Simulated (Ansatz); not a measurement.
The relaxed structure here is a generated cell of Hf: the first start was made by placing the elements on the sites of a structure type, and the end was not matched to a known phase here, so it may be hypothetical. Known forms of Hf include space group No. 194.

A relaxed structure of Hf. Space group Pa-3 (No. 205). Calculation: r2SCAN (plane waves to 500 eV, PAW, scalar-relativistic; Ansatz, a quantum-chemistry and plane-wave program).

```cif
data_Hf8
_chemical_formula_sum 'Hf8'
_space_group_name_H-M_alt 'Pa-3'
_space_group_IT_number 205
_space_group_name_Hall '-P 2ac 2ab 3'
_cell_length_a 5.63903
_cell_length_b 5.63903
_cell_length_c 5.63903
_cell_angle_alpha 90.000
_cell_angle_beta 90.000
_cell_angle_gamma 90.000
loop_
_atom_site_label
_atom_site_type_symbol
_atom_site_symmetry_multiplicity
_atom_site_Wyckoff_symbol
_atom_site_fract_x
_atom_site_fract_y
_atom_site_fract_z
_atom_site_occupancy
Hf1 Hf 8 c 0.14980 0.14980 0.14980 1
```

Task: Give the band gap at the level r2SCAN.

Result: No gap on the sampled points, where the bands overlap only slightly; such a result is sensitive to mesh and level.

No spin polarisation in the result.

The run could not lose the symmetry of its start, so the end can be a saddle point.
